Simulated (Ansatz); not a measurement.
Data:

HgS:
```
CELL_PARAMETERS angstrom
      4.15768     0.00000     0.00000
     -2.07884     3.60066     0.00000
      0.00000     0.00000     6.77763
ATOMIC_POSITIONS crystal
  Hg 0.66667 0.33333 0.00100
  Hg 0.33333 0.66667 0.50100
  S  0.66667 0.33333 0.62420
  S  0.33333 0.66667 0.12420
```

This is the PBEsol-relaxed structure.

Question: All from PBEsol (plane waves, PAW; program Ansatz), unless another level is named. Estimate the electronic character.

Answer: no gap, with almost no states at the Fermi level (zero-gap or semimetallic).

Question: And the formation energy from the elements (no fitted shifts)?

Answer: -0.18 eV/atom.

Question: And the HSE06 gap on the PBEsol cell?

Answer: 0.49 eV (a hybrid on a coarse mesh can open a false gap in a semimetal).

Space group P6_3mc (wurtzite). A made-up cell: these elements were put on the sites of a structure type; the Crystallography Open Database copy checked does not list it. COD files the formula under space group No. 152, 154, 166, 216, so this cell is another polymorph or a model. Whether it is the stable phase at ambient conditions was not checked. The cell was relaxed with PBEsol under the symmetry of its start; of distortions, only those at the zone centre were tested. The references are the lowest solids computed at this level, not always the standard phases. Scalar-relativistic: spin–orbit coupling is off unless named, which matters more the heavier the elements.

Potentials: the later of the program's two PAW sets.
